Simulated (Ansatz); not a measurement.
Ti₂O₃ (corundum, space group No. 167) at seven volumes, r²SCAN in the plane-wave PAW code Ansatz, shape and atoms relaxed at each. One row is withheld.

| V (Å³/atom) | P (GPa) |
|---|---|
| 9.385 | 26.95 |
| 9.695 | 16.47 |
| 10.004 | 7.57 |
| 10.314 | 0.01 |
| 10.623 | ? |
| 10.932 | -11.67 |
| 11.242 | -15.96 |

Q: Fit the shown pressures and predict the withheld one.

A: P = (3/2)B₀(x^(7/2) − x^(5/2))[1 + (3/4)(B′ − 4)(x − 1)] with x = (V₀/V)^(2/3). Least squares on the six rows gives V₀ = 10.316 Å³/atom, B₀ = 228 GPa, B′ = 4.71. At V = 10.623, x = 0.9806 and P = -6.24 GPa. The run itself gave -6.36 GPa.

Space group R-3c (corundum). The first step of the workflow began from a Materials Project structure, measured or hypothetical; the Crystallography Open Database files this formula in space group No. 167, but the cells were not matched. Its standing as an ambient phase is unchecked. Symmetry was held in the r²SCAN relaxation; of distortions, only those at the zone centre were tested. No spin polarisation was allowed.

Potentials: the later of the program's two PAW sets.
